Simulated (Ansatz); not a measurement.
Starting cell, SiC (wurtzite):

```xyz
8
Lattice="6.1506 0.0000 0.0000 -1.5377 2.6633 0.0000 0.0000 0.0000 5.0482" Properties=species:S:1:pos:R:3 pbc="T T T"
Si     1.5377     0.8878     0.0025
Si     4.6130     0.8878     0.0025
Si     0.0000     1.7755     2.5266
Si     3.0753     1.7755     2.5266
C      1.5377     0.8878     3.1536
C      4.6130     0.8878     3.1536
C      0.0000     1.7755     0.6295
C      3.0753     1.7755     0.6295
```

A phonon eigenvector at M = (0.5, 0.0, 0.0) is frozen into this cell: atom i moves by Q times the vector below, so Q is the largest atomic displacement, in Å. The cell is held. (q is in reciprocal vectors of the primitive cell; the cell shown is doubled to hold the pattern.)

```
atom       x       y       z
----  ------  ------  ------
Si1    0.033   0.019  -0.999
Si2   -0.033  -0.019   0.999
Si3   -0.033  -0.019  -0.999
Si4    0.033   0.019   0.999
C5    -0.151  -0.087  -0.643
C6     0.151   0.087   0.643
C7     0.151   0.087  -0.643
C8    -0.151  -0.087   0.643
```

Calculation: r2SCAN (plane waves to 500 eV, PAW, scalar-relativistic; Ansatz, a quantum-chemistry and plane-wave program). k mesh 6×12×7 (Γ-centred), Fermi-Dirac smearing 0.05 eV. The energy includes the smearing's −TS. SiC was relaxed with its symmetry unable to fall. ΔE is measured from the undisplaced structure.

```
Q (Å)   ΔE (meV/cell)
------  -------------
-0.180            976
-0.120            436
-0.060            110
0.000               0
0.060             110
0.120             436
0.180             976
```

### Question
Which DFPT wavenumber at M = (0.5, 0.0, 0.0) belongs to this mode?
A) 271 cm⁻¹
B) 851 cm⁻¹
C) 352 cm⁻¹
D) 448 cm⁻¹

### Answer
C, 352 cm⁻¹. The curvature of the scan gives 352 cm⁻¹

(For displaced atoms, the force is minus the slope of the energy, and its curvature is a force constant, which sets phonon frequencies.)
